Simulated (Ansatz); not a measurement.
Relaxation of a relaxed TiB2 cell displaced along its unstable phonon at q = (½, ½, 0) of its primitive reciprocal cell (288i cm⁻¹), largest move 0.15 Å; 6 atoms in the cell, which starts as Cmme (No. 67), oS12; a = 4.554 Å, b = 5.970 Å, c = 4.554 Å, α = 90.00°, β = 90.00°, γ = 90.00°. Method: r2SCAN (plane waves to 500 eV, PAW, scalar-relativistic; Ansatz, a quantum-chemistry and plane-wave program). Γ-centred k-mesh 14×14×14 on the run's cell (coarser than for final values), Fermi–Dirac smearing 0.05 eV. This is the first round of the run. 

The optimiser's lines from the output (shortened; P is positive under compression):

```
relax step   1: F+E_penalty+E_count = -5634.48816539 eV  Δ(F+E_penalty+E_count) = +0.000e0 eV  max|allowed force component| = 7.771e-1 eV/Å  Δτ_max = 0.0000 Å  P = -1.142 GPa  Ω = 61.913 Å³  (9 SCF iters, dr2 threshold 1.00e-7 eV, accepted)
relax step   2: F+E_penalty+E_count = -5635.02829068 eV  Δ(F+E_penalty+E_count) = -5.401e-1 eV  max|allowed force component| = 1.046e0 eV/Å  Δτ_max = 0.1235 Å  P = -1.641 GPa  Ω = 60.703 Å³  (8 SCF iters, dr2 threshold 6.00e-7 eV, accepted)
relax step   3: F+E_penalty+E_count = -5635.75566062 eV  Δ(F+E_penalty+E_count) = -7.274e-1 eV  max|allowed force component| = 1.378e0 eV/Å  Δτ_max = 0.1139 Å  P = -1.871 GPa  Ω = 59.453 Å³  (8 SCF iters, dr2 threshold 6.00e-7 eV, accepted)
relax step   4: F+E_penalty+E_count = -5636.26973647 eV  Δ(F+E_penalty+E_count) = -5.141e-1 eV  max|allowed force component| = 1.057e0 eV/Å  Δτ_max = 0.0724 Å  P = -0.933 GPa  Ω = 58.849 Å³  (8 SCF iters, dr2 threshold 6.00e-7 eV, accepted)
relax step   5: F+E_penalty+E_count = -5635.46722414 eV  Δ(F+E_penalty+E_count) = +8.025e-1 eV  max|allowed force component| = 4.116e0 eV/Å  Δτ_max = 0.1972 Å  P = +10.402 GPa  Ω = 57.923 Å³  (8 SCF iters, dr2 threshold 6.00e-7 eV, rejected (line search))
relax step   6: F+E_penalty+E_count = -5636.50550917 eV  Δ(F+E_penalty+E_count) = -2.358e-1 eV  max|allowed force component| = 4.399e-1 eV/Å  Δτ_max = 0.0527 Å  P = -2.713 GPa  Ω = 59.603 Å³  (11 SCF iters, accepted)
relax step   7: F+E_penalty+E_count = -5636.57431800 eV  Δ(F+E_penalty+E_count) = -6.881e-2 eV  max|allowed force component| = 2.323e-1 eV/Å  Δτ_max = 0.0355 Å  P = +0.535 GPa  Ω = 59.751 Å³  (6 SCF iters, dr2 threshold 6.00e-7 eV, accepted)
relax step   8: F+E_penalty+E_count = -5636.58126605 eV  Δ(F+E_penalty+E_count) = -6.948e-3 eV  max|allowed force component| = 1.824e-1 eV/Å  Δτ_max = 0.0310 Å  P = +0.586 GPa  Ω = 59.043 Å³  (6 SCF iters, dr2 threshold 6.00e-7 eV, accepted)
relax step   9: F+E_penalty+E_count = -5636.58869969 eV  Δ(F+E_penalty+E_count) = -7.434e-3 eV  max|allowed force component| = 1.175e-3 eV/Å  Δτ_max = 0.0153 Å  P = -0.086 GPa  Ω = 59.433 Å³  (6 SCF iters, dr2 threshold 6.00e-7 eV, accepted)
relax step  10: F+E_penalty+E_count = -5636.58873809 eV  Δ(F+E_penalty+E_count) = -3.840e-5 eV  max|allowed force component| = 6.460e-3 eV/Å  Δτ_max = 0.0007 Å  P = +0.028 GPa  Ω = 59.374 Å³  (5 SCF iters, dr2 threshold 4.70e-8 eV, accepted)
relax step  11: F+E_penalty+E_count = -5636.58873950 eV  Δ(F+E_penalty+E_count) = -1.417e-6 eV  max|allowed force component| = 4.240e-4 eV/Å  Δτ_max = 0.0005 Å  P = +0.000 GPa  Ω = 59.386 Å³  (5 SCF iters, dr2 threshold 6.40e-9 eV, accepted)
relax step  12: F+E_penalty+E_count = -5636.58804599 eV  Δ(F+E_penalty+E_count) = +6.935e-4 eV  max|allowed force component| = 5.105e-4 eV/Å  Δτ_max = 0.0000 Å  P = -0.001 GPa  Ω = 59.386 Å³  stress off target by 1.59e-2 GPa  SCF on the basis re-selected at this cell (its energy is not comparable with the rows above)  (7 SCF iters)
```

From the first to the last row the energy changes by -0.35 eV/atom and the volume by -4.1 %. The last row is marked as not comparable with the walk above it, whose basis was carried along; it does compare with step 1, since both stand on a basis selected at the nominal cutoff for their own cell.

Step 5 was rejected by the optimiser.

Later rounds, restarted from the end of this one on a renewed k-mesh, logged 3 more steps and released under 0.01 eV/atom more. The final structure after all rounds: Cmme (No. 67), oS12; a = 4.7614 Å, b = 5.6413 Å, c = 4.4226 Å, α = β = γ = 90.00°. Between re-selections the logged energies stand on a plane-wave basis carried along with the cell. No spin polarisation in the result.

The run could not lose the symmetry of its start: the end is stationary, and may be a saddle point rather than a minimum.

The relaxed structure here is a generated cell of TiB2: the first start was made by placing the elements on the sites of a structure type, and the end was not matched to a known phase here, so it may be hypothetical. Known forms of TiB2 include space group No. 191.
